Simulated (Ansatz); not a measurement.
All numbers below come from Ansatz, DFT PBE, scalar-relativistic, plane waves, PAW. The screen uses 420 eV, coarse Γ-centred meshes (up to 0.6 Å⁻¹ on the start cell), Gaussian smearing of 0.15 eV, tolerances of 0.08 eV/Å and 0.8 GPa and 16 steps at most, with the symmetry of each start kept. No spin polarisation. Energies are free energies per atom, good to about 0.1 eV/atom between metallic cells, end volumes are rough, and groups of ends are read at 0.1 Å.

Two trial cells of BaCd3Se4, not yet relaxed:

A.

```yaml
crystal:
  lattice:
    - [6.48716, 0.00000, 0.00000]
    - [0.00000, 3.75895, 0.00000]
    - [-0.00134, 0.00000, 7.37193]
  atoms:
    - { symbol: Ba, position: [0.00000, 0.00000, 0.50000] }
    - { symbol: Cd, position: [0.50000, 0.50000, 0.50000] }
    - { symbol: Cd, position: [0.00000, 0.00000, 0.00000] }
    - { symbol: Cd, position: [0.50000, 0.50000, 0.00000] }
    - { symbol: Se, position: [0.83702, 0.50000, 0.74589] }
    - { symbol: Se, position: [0.33029, 0.00000, 0.74749] }
    - { symbol: Se, position: [0.66971, 0.00000, 0.25251] }
    - { symbol: Se, position: [0.16298, 0.50000, 0.25411] }
```

B.

```yaml
crystal:
  lattice:
    - [-3.12376, 3.12376, 6.65885]
    - [3.12376, -3.12376, 6.65885]
    - [3.12376, 3.12376, -6.65885]
  atoms:
    - { symbol: Ba, position: [0.50000, 0.50000, 0.00000] }
    - { symbol: Cd, position: [0.81759, 0.81759, 0.00000] }
    - { symbol: Cd, position: [0.18241, 0.18241, 0.00000] }
    - { symbol: Cd, position: [0.00000, 0.00000, 0.00000] }
    - { symbol: Se, position: [0.67169, 0.17169, 0.50000] }
    - { symbol: Se, position: [0.17169, 0.67169, 0.50000] }
    - { symbol: Se, position: [0.32831, 0.82831, 0.50000] }
    - { symbol: Se, position: [0.82831, 0.32831, 0.50000] }
```

Problem. Compare their energies before and after the relaxation.

Solution. As given, A is lower by 0.51 eV/atom. Relaxed, A is lower by 0.30 eV/atom, so the order holds. A goes from P2/m at 22.5 Å³/atom to P2/m at 27.6 Å³/atom and gains 0.39 eV/atom. B goes from I4/mmm at 32.5 Å³/atom to I4/mmm at 25.2 Å³/atom and gains 0.60 eV/atom. The closest pair in A goes from Ba–Se at 2.81 Å to Cd–Se at 2.60 Å. The closest pair in B goes from Se–Se at 2.09 Å to Cd–Se at 2.93 Å. At the end: counting Se atoms around Ba and Cd (those within 1.25 times the shortest such distance or 1.15 times the sum of covalent radii, 1.27 where that leaves under three; a plus sign parts nearer from farther groups; the shortest distance is added where it exceeds 1.18 times the sum of covalent radii; a slash parts the counts of unlike sites), A has Ba 6, Cd 2+4/4+2/6 and B has Ba 8, Cd 4+4/8 from 3.3 Å.
